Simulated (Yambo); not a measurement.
G0W0@PBEsol for MgLa2NiO6 (space group R-3, No. 148) in Yambo. Reference settings: 2×2×2 Γ-centred k mesh, bands 6 to 189 and a 7 Ry block in the screening, 189 bands in G with the Bruneval-Gonze terminator, plasmon pole fitted at 27.2 eV. The PBEsol gap F → F on this mesh is 1.13 eV; G0W0 gaps are taken between the same points.

With and without the terminator, as bands are cut:

```csv
bands in G (in W),"gap, terminator (eV)","gap, none (eV)","valence shift, terminator (eV)","valence shift, none (eV)"
85 (189),2.222,2.213,-0.119,0.534
130 (189),2.264,2.301,-0.141,0.242
189 (189),2.247,2.256,-0.145,0.097
```

Over this range the gap spans 0.042 eV with the terminator and 0.088 eV without, the valence shift 0.026 eV and 0.437 eV. Neither column has reached its limit for certain.

Geometry of the Materials Project entry, not relaxed at this level; primitive cell a = b = c = 5.427 Å, α = β = γ = 61.21°.

The structure is a Materials Project entry; no match was found in the copy of COD used, and its stability was not checked.

The runs are not spin-polarised; magnetic order was not tried.

A shift is the quasiparticle energy of the state minus its PBEsol energy.
